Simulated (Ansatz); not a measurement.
## Tc: stiffness from a series of strains

```xyz
2
Lattice="2.7400 0.0000 0.0000 -1.3700 2.3729 0.0000 0.0000 0.0000 4.3980" Properties=species:S:1:pos:R:3 pbc="T T T"
Tc    0.0000    1.5819    1.0995
Tc    1.3700    0.7910    3.2985
```

Atoms are numbered in the order listed.

The conventional cell has a = 2.740 Å, b = 2.740 Å, c = 4.398 Å, α = 90.00°, β = 90.00°, γ = 120.00°. Around Tc (atom 1) lie 12 Tc at 2.71 to 2.74 Å.

The geometry is COD entry 1541062, unchecked; take it as a test cell.

Method: DFT, LDA, all-electron LAPW, scalar-relativistic in Ansatz 0.2.0.

Numerical set-up: a Γ-centred 17×17×9 k mesh, Fermi–Dirac smearing of 0.08 eV, basis error target 1 meV/atom, no spin polarisation.

The strain is applied along the Cartesian axes of the cell as listed (the other components stay zero). Fractional coordinates are held (clamped ions).

σ is the change of stress from the unstrained cell, which is at -11.68 GPa; tension is positive, so slopes are stress–strain coefficients at that pressure. In a metal the k mesh adds noise.

Only quantities that a quadratic follows smoothly over the whole series are listed; rougher ones are left out.

```
εxx = εyy  σzz (GPa)  σxx (GPa)
  -0.0200      -7.68     -15.58
  -0.0100      -3.71      -7.31
   0.0000       0.00       0.00
   0.0200       6.54      12.15
```

Question: Fit the series and read off the stiffness at zero strain.

Answer: Least-squares fits y = p0 + p1 x + p2 x² to the rows give σzz (GPa): p1 = 356, p2 = -1400; σxx (GPa): p1 = 693, p2 = -4300. So C13 + C23 = 356 GPa and C11 + C12 = 693 GPa, for these axes.

Question: One run, at εxx = εyy = 0.0100, is withheld. Predict its row.

Answer: The fits give 3.41, 6.52; the run gave 3.42, 6.45.
